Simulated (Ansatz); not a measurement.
The cell below belongs to a search over invented structures; it isn't taken from experiment.

Input and command of a plane-wave DFT calculation in Ansatz:

```yaml
crystal:
  lattice:
    - [4.2649604161, 0.0, 0.0]
    - [-2.132480208, 3.6935640664, 0.0]
    - [0.0, 0.0, 6.1435586389]
  atoms:
    - { symbol: Te, position: [0.0, 0.0, 0.5] }
    - { symbol: O, position: [0.3333333333, 0.6666666667, 0.0] }
    - { symbol: O, position: [0.6666666667, 0.3333333333, 0.0] }
    - { symbol: O, position: [0.5, 0.0, 0.5] }
    - { symbol: O, position: [0.0, 0.5, 0.5] }
    - { symbol: O, position: [0.5, 0.5, 0.5] }
basis:
  ecutwfc: 420
kpoints:
  mp_grid: { grid: [12, 12, 6] }
hamiltonian:
  xc: pbe
scf:
  occupations: { method: gaussian, width: 0.1 }
output:
  forces: true
  stress: true
  eigenvalues: true
relax:
  adjacent_minimum: "off"
  f_tol: 0.01
  max_steps: 80
  cell: { stress_tol: 0.05 }
```

```bash
ansatz run input.yaml --threads 1 --pin off --max-ram 2560MiB --backend cpu --events-out ev --progress --plain --runs-dir out
```

Processor: Intel(R) Xeon(R) Processor @ 2.50GHz (Skylake/Cascade Lake), 1 thread, on a host shared with other jobs.

**Question.** How long does it run, and how much memory does it take?

**Answer.** About 68 s, peak memory 0.49 GiB. It solves 29 bands at 76 k points (after reduction by symmetry) with about 1887 plane waves (on the last cell), in 20 SCF iterations over 3 ionic steps.
